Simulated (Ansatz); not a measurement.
**CsPbCl₃ in the perovskite structure**

Level of theory: DFT, PBE with spin–orbit coupling, two-component spinors; plane waves to 420 eV with PAW datasets (Ansatz 0.2.0), Γ-centred 4×4×4 mesh, 0.05 eV Gaussian smearing. The datasets are Ansatz's generated set soft_2.

```xyz
5
Lattice="5.7329 0.0000 0.0000 0.0000 5.7329 0.0000 0.0000 0.0000 5.7329" Properties=species:S:1:pos:R:3 pbc="T T T"
Cs    0.0000    0.0000    0.0000
Pb    2.8665    2.8665    2.8665
Cl    0.0000    2.8665    2.8665
Cl    2.8665    2.8665    0.0000
Cl    2.8665    0.0000    2.8665
```

The start was a prototype's sites filled with these elements; the Crystallography Open Database holds the compound in this structure. The ideal cubic cell shuts out tilts of the octahedra, which such structures often take.

The cell is relaxed to zero pressure at this level.

The cell has space group Pm-3m (read at 0.01 Å). In it the stress is 0.02, 0.02, 0.02, 0.00, 0.00, 0.00 GPa and the largest force component 0.000 eV/Å. Each change below starts from this cell, without further relaxation. Stress is in GPa, positive in compression, in the order xx, yy, zz, yz, xz, xy; energies are counted from the cell above.

Task: What happens when atom 2 (Pb) is moved by 0.05 Å along z?

Result: The energy changes by 1.6 meV per cell, and the force on it along the shift is -0.063 eV/Å (−F/u = 1.27 eV/Å²). Stress: 0.02, 0.02, 0.06, 0.00, 0.00, 0.00.
```tsv
atom	Fx (eV/Å)	Fy	Fz
Cs1	0.000	0.000	0.011
Pb2	0.000	0.000	-0.063
Cl3	0.000	0.000	0.010
Cl4	0.000	0.000	0.033
Cl5	0.000	0.000	0.010
```
In a harmonic crystal the energy would rise by −½F·u = ½ × 1.27 × 0.05² eV = 1.6 meV, which matches.

Task: A single strain component, atoms carried along, gave the stress 0.10, 0.54, 0.10, 0.00, 0.00, 0.00. Which component, and about how large?

Result: An engineering strain of -1 % in yy; the energy changes by 3.2 meV per cell. The relaxed cell is 7 % larger in volume than the cell of this structure in the Crystallography Open Database (35.22 Å³/atom, 1981).
